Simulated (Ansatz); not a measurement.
Structures of MoF: which is lowest?

Plane-wave DFT in Ansatz with scalar-relativistic PAW potentials, cutoff 420 eV, Γ-centred meshes chosen by cell and gap, Gaussian smearing with energies taken to zero width. Every cell was relaxed (cell and atoms) in a run of its own, within the symmetry of its start. Functional: PBE.

Relaxed structures (starts from databases or built by putting these elements on another compound's sites):
A. Fm-3m, 2 atoms in the computed cell, a = 4.813 Å; sites (symmetry × multiplicity) Mo m-3m × 4, F m-3m × 4; start: built
B. F-43m, 2 atoms in the computed cell, a = 4.886 Å; sites (symmetry × multiplicity) Mo -43m × 4, F -43m × 4; start: built

**Question.** Rank them by energy. Could pressure change the order?

**Answer.**
| structure | group | E − E(lowest) (meV/atom) | V (Å³/atom) | gap on mesh (eV) |
| --- | --- | --- | --- | --- |
| B | F-43m | 0.0 | 14.58 | 0.00 |
| A | Fm-3m | 286 | 13.93 | 0.00 |

B is lowest, 286 meV/atom under A. A is denser by 0.65 Å³/atom, so pressure favours it: ΔE/ΔV, with ΔE in eV and 1 eV/Å³ = 160.2 GPa, gives about 71 GPa for equal enthalpy if both cells were rigid; at such pressures compression changes ΔV much, so this is a scale only. Other structures may lie lower than all of these, and vibrations aren't counted.

Magnetic cells started from one order each; another order can shift an energy by tens of meV per atom.